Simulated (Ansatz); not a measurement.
The relaxed structure here is a generated cell of CdAu: the first start was made by placing the elements on the sites of a structure type, and the end was not matched to a known phase here, so it may be hypothetical.

A relaxed cell of CdAu (P4₂/mnm (No. 136)), relaxed on a k-mesh at least as fine as the one used below. These are PBEsol (plane waves to 420 eV, PAW, scalar-relativistic; Ansatz, a quantum-chemistry and plane-wave program) values and carry that method's errors. Γ-centred k-mesh 4×4×12 on the run's cell (coarser than for final values), Fermi–Dirac smearing 0.05 eV.

```
CdAu
1.0
    8.76493     0.00000     0.00000
    0.00000     8.76493     0.00000
    0.00000     0.00000     2.76584
Au Cd
4 4
Direct
  0.88898   0.11102   0.50000
  0.38898   0.38898   0.00000
  0.61102   0.61102   0.00000
  0.11102   0.88898   0.50000
  0.80350   0.80350   0.50000
  0.30350   0.69650   0.00000
  0.69650   0.30350   0.00000
  0.19650   0.19650   0.50000
```

The atoms are displaced by (Å):

| atom | ux | uy | uz |
|---|---|---|---|
| Au1 | 0.039 | 0.071 | 0.042 |
| Au2 | -0.058 | -0.064 | 0.126 |
| Au3 | -0.053 | 0.090 | -0.005 |
| Au4 | -0.057 | -0.029 | -0.035 |
| Cd5 | 0.141 | 0.086 | -0.059 |
| Cd6 | 0.040 | -0.003 | -0.055 |
| Cd7 | -0.057 | 0.150 | 0.057 |
| Cd8 | -0.009 | -0.025 | 0.135 |

What forces (eV/Å) and pressure result?


```
atom     Fx     Fy     Fz
----  -----  -----  -----
Au1   -0.54   0.50   0.01
Au2    0.23   0.49   0.04
Au3    0.49   0.23  -0.01
Au4    1.16   0.09  -0.02
Cd5   -1.39  -0.77  -0.01
Cd6   -0.44   0.19  -0.02
Cd7    0.53  -0.51  -0.01
Cd8   -0.05  -0.20   0.04
```

Pressure +0.4 GPa.

The undisplaced cell is probably no minimum: from this displacement the run went on to P4/mbm (No. 127), 0.13 eV/atom below it.

No spin polarisation in the result.
